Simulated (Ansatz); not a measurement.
This run works on a generated trial structure, not on a known crystal.

Input and command of a plane-wave DFT calculation in Ansatz:

```yaml
crystal:
  lattice:
    - [3.60208375, 0.0, 0.0]
    - [0.0, 3.60208375, 0.0]
    - [0.0, 0.0, 6.76272061]
  atoms:
    - { symbol: Si, position: [0.0, 0.0, 0.71805952] }
    - { symbol: Si, position: [0.0, 0.0, 0.28194048] }
    - { symbol: Si, position: [0.0, 0.5, 0.5099988] }
    - { symbol: Si, position: [0.5, 0.0, 0.4900012] }
    - { symbol: Sn, position: [0.0, 0.0, 0.0] }
basis:
  ecutwfc: 420
kpoints:
  mp_grid: { grid: [5, 5, 3] }
hamiltonian:
  xc: pbe
scf:
  occupations: { method: gaussian, width: 0.2 }
  lower_state_search: "off"
output:
  forces: true
  stress: true
  eigenvalues: true
relax:
  adjacent_minimum: "off"
  f_tol: 0.08
  max_steps: 16
  cell: { stress_tol: 0.8 }
```

```bash
ansatz run input.yaml --threads 1 --pin off --max-ram 2560MiB --backend cpu --events-out ev --progress --plain --runs-dir out
```

Processor: Intel(R) Xeon(R) Processor @ 2.50GHz (Skylake/Cascade Lake), 1 thread, on a host shared with other jobs.

**Question.** Estimate time, memory and problem size.

**Answer.** About 110 s, peak memory 0.36 GiB. It solves 20 bands at 12 k points (after reduction by symmetry) with about 2275 plane waves (on the last cell), in 93 SCF iterations over 15 ionic steps.
